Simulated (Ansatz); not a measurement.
Input:

V$_{3}$O$_{5}$:
```xyz
16
Lattice="5.0159 2.4858 0.0000 -5.0159 2.4858 0.0000 -2.6494 0.0000 6.4833" Properties=species:S:1:pos:R:3 pbc="T T T"
V     -5.6250     2.5090     4.6710
V      2.9756     2.4627     1.8123
V      1.6509     2.5090     5.0540
V     -4.3003     2.4627     1.4294
V     -1.3247     2.4858     3.2417
V      0.0000     2.4858     0.0000
O      0.1853     1.7446     4.2962
O     -2.8347     3.2270     2.1872
O     -4.1594     1.7446     5.4288
O      1.5100     3.2270     1.0545
O     -0.9591     4.1830     0.3611
O     -1.6903     0.7887     6.1223
O     -0.3656     4.1830     2.8806
O     -2.2837     0.7887     3.6027
O     -1.9870     3.4533     4.8625
O     -0.6623     1.5183     1.6208
```
The run is spin-polarised.

This is the r²SCAN-relaxed structure.

All from r²SCAN (plane waves, PAW; program Ansatz), unless another level is named. Give the magnetic order.

ferromagnetic.

And the Bader charges?

V +2.00 to +2.02, O -1.25 to -1.16 e.

Space group C2/c. The workflow started from a Materials Project entry (that database holds measured and hypothetical structures alike); the Crystallography Open Database files this formula in space group No. 15, but the cells were not matched. Whether it is the stable phase at ambient conditions was not checked. The cell was relaxed with r²SCAN under the symmetry of its start; whether a distortion lowers the energy is not shown. The final state is ferromagnetic, chosen from 3 collinear starts compared on coarse meshes (ties went to the first, and starts can fall back to one state), not a proven ground state. Other orbital occupations within this spin state were not tried. No Hubbard U is applied.

Potentials: the later of the program's two PAW sets.
